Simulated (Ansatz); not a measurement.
Bi₂TeO₂ (I4/mmm) was relaxed and computed twice in Ansatz (plane waves, PAW), once with LDA and once with PBEsol.

```tsv
	run 1	run 2
cell	a = b = 3.936 Å, c = 12.505 Å, α = β = γ = 90.00°	a = b = 3.9672 Å, c = 12.6253 Å, α = β = γ = 90.00°
ΔH_f (eV/atom)	-0.97	-0.92
```

Q: Which run used which functional?

A: Run 1 is LDA, run 2 is PBEsol.

Constructed cells (a structure type filled with these elements, in neither database checked): Bi2TeO2, I4/mmm (Bi on 4e, O on 4d, Te on 2a). All cells were relaxed under the symmetry of their starts (and spin orders); stability against distortions was not tested throughout. Spin–orbit coupling is left out wherever it is not named.

Potentials: the later of the program's two PAW sets.

Ansatz (a first-principles code) is a plane-wave DFT program.

Formation energies count from the lowest solids of the elements computed at the same level, not from gases.
